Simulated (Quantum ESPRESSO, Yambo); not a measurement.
Levels of theory for the gap of LuCuS2

LuCuS2 (space group P3m1, No. 156): one geometry, one set of norm-conserving PBEsol (Quantum ESPRESSO, 100 Ry, scalar-relativistic) orbitals, self-energies from Yambo (6×6×2 Γ-centred k mesh, bands 6 to 124 and a 7 Ry block in the screening, 124 bands in G with the Bruneval-Gonze terminator, plasmon pole fitted at 27.2 eV).

Cell and atoms were relaxed with PBEsol from Materials Project entry mp-1001780, within its symmetry.

| level | gap Γ → L (eV) | direct gap at Γ (eV) | rough Yambo cost |
|---|---|---|---|
| PBEsol (Quantum ESPRESSO) | 1.17 | 1.77 | – |
| exchange only (Hartree-Fock self-energy on PBEsol orbitals) | 8.64 | 10.57 | about 1/20 (8 states) |
| static COHSEX@PBEsol | 2.01 | 2.50 | within a factor of two (3 states) |
| G0W0@PBEsol, plasmon pole | 1.80 | 2.54 | 1 (8 states) |
| G0W0@PBEsol, multipole fit to 8 frequencies, no terminator | 1.80 | 2.53 | within a factor of two (3 states) |

Bare exchange has no screening and gives the widest gap; static COHSEX screens it but leaves out the frequency dependence, which G0W0 restores.

Costs are rough ratios of core time on shared machines.

Nearest settings tried, and what they do to the gap: 84 bands in W, 84 bands in G: +40 meV; 6 Ry block (147 vectors against 159): -11 meV. Not varied: mesh. So the settings aren't converged at that level.

The 3d shell has no Hubbard U; the runs are without spin polarisation, and magnetic order was not tried. The 4f states are in the valence at their DFT position.

The structure is a Materials Project entry; no match was found in the copy of COD used, and its stability was not checked.
